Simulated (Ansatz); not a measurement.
Cl:
```xyz
1
Lattice="-1.7470 1.7470 1.7470 1.7470 -1.7470 1.7470 1.7470 1.7470 -1.7470" Properties=species:S:1:pos:R:3 pbc="T T T"
Cl     0.0000     0.0000     0.0000
```

Relaxed with PBE. Special points in fractions of this cell's reciprocal vectors: Γ (0.000, 0.000, 0.000); H (0.500, -0.500, 0.500); N (0.000, 0.000, 0.500); P (0.250, 0.250, 0.250).

Question: List the band energies nearest the Fermi level at these points for plane-wave PAW PBE (Ansatz code).

Answer: In eV from the Fermi level; about four levels below and three above (degenerate sets whole), none deeper than 8.9 eV; … stands for higher levels left out; points with the same levels are listed once.

```
k              below           above
-  -----------------  --------------
Γ                  –  0.65 0.65 0.65
H  -2.48 -2.48 -2.48               …
N        -4.45 -0.76          0.42 …
P  -2.45 -2.45 -2.45               …
```

Space group Im-3m (bcc (W type)). The cell is a constructed one: a structure type filled with these elements; neither database checked (COD, Materials Project) lists it. It is not the usual solid phase (space group No. 64). The cell was relaxed with PBE under the symmetry of its start; whether a distortion lowers the energy is not shown. The substance is a gas or liquid at ambient conditions. With an odd number of electrons in the cell and no spin polarisation, the count alone makes it a metal.

Potentials: the later of the program's two PAW sets.
